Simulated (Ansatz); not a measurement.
Generalised stacking fault of SrTe (rock salt) on the {100} plane. The cell below holds the perfect crystal with the plane normal along z; tilting its third vector by the shift puts one fault into each cell, between planes 3.36 Å apart, at fixed cell height.

```xyz
6
Lattice="4.7511 0.0000 0.0000 0.0000 4.7511 0.0000 2.3755 2.3755 10.0785" Properties=species:S:1:pos:R:3 pbc="T T T"
Sr     1.9796     1.9796     8.3988
Sr     1.9796     1.9796     1.6798
Sr     4.3551     4.3551     5.0393
Te     4.3551     4.3551     1.6798
Te     1.9796     1.9796     5.0393
Te     4.3551     4.3551     8.3988
```

In-plane vectors a = (4.751, 0.000) Å, b = (0.000, 4.751) Å, area 22.57 Å². The shift is s times the vector a + b (length 6.719 Å), so s = 1 restores the start. The shift is rigid: no atom relaxes. γ = [E(shift) − E(0)] / area.

These are PBE (plane waves to 420 eV, PAW, scalar-relativistic; Ansatz, a program for electronic structure) values and carry that method's errors. k mesh 6×6×6 (Γ-centred), Fermi-Dirac smearing 0.05 eV. Energies are extrapolated to zero smearing. Faults lie only 10.1 Å apart, and holding the cell height and the atoms raises γ above its relaxed value. Spin-orbit coupling is left out, though Te is heavy. SrTe was relaxed with its symmetry unable to fall. γ is measured from zero shift.

| s | γ (mJ/m²) |
|---|---|
| 0.000 | 0 |
| 0.083 | 60 |
| 0.167 | 252 |
| 0.250 | 582 |
| 0.333 | withheld |
| 0.417 | 1398 |
| 0.500 | 1579 |
| 0.583 | 1398 |
| 0.667 | withheld |
| 0.750 | 582 |
| 0.833 | 252 |
| 0.917 | 60 |

Fit a Fourier form (three harmonics of 1 − cos and sin) to the given rows and predict γ at s = 0.333.

Least squares on the 10 given rows: γ = (774.3)·[1 − cos(2πs)] + (-103.3)·[1 − cos(4πs)] + (10.8)·[1 − cos(6πs)], in mJ/m²; root-mean-square residual 4.4 mJ/m². At 0.333 the fit gives 1006 mJ/m²; the calculation gives 1000 mJ/m², so the interpolation is off by 6 (+0.6 %). 

(The slope of γ gives the shear force per area between the displaced halves; near zero shift its curvature is an elastic stiffness.)
